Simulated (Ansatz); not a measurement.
SrO:
```xyz
2
Lattice="0.0000 2.5975 2.5975 2.5975 0.0000 2.5975 2.5975 2.5975 0.0000" Properties=species:S:1:pos:R:3 pbc="T T T"
Sr     2.5975     2.5975     2.5975
O      0.0000     0.0000     0.0000
```

Relaxed with PBE. Special points in fractions of this cell's reciprocal vectors: Γ (0.000, 0.000, 0.000); X (0.500, 0.000, 0.500); U (0.625, 0.250, 0.625); K (0.375, 0.375, 0.750); L (0.500, 0.500, 0.500); W (0.500, 0.250, 0.750).

Problem. List the band energies nearest the valence-band maximum at these points for plane-wave PAW PBE (Ansatz code).

Solution. In eV from the valence-band maximum; about four levels below and three above (degenerate sets whole), none deeper than 8.9 eV; points with the same levels are listed once.

| k | below | above |
|---|---|---|
| Γ | 0.00 0.00 0.00 | 3.79 6.19 6.19 6.19 |
| X | -0.46 -0.10 -0.10 | 3.33 7.61 10.03 |
| U | -0.92 -0.54 -0.49 | 4.77 7.76 8.53 |
| L | -2.09 -1.05 -1.05 | 6.45 8.18 8.72 8.72 |
| W | -1.06 -0.44 -0.44 | 5.96 5.96 8.44 |

Space group Fm-3m (rock salt). The PBE relaxation kept the symmetry of its start. Scalar-relativistic: spin–orbit coupling is off unless named, which matters more the heavier the elements.

Potentials: the later of the program's two PAW sets.
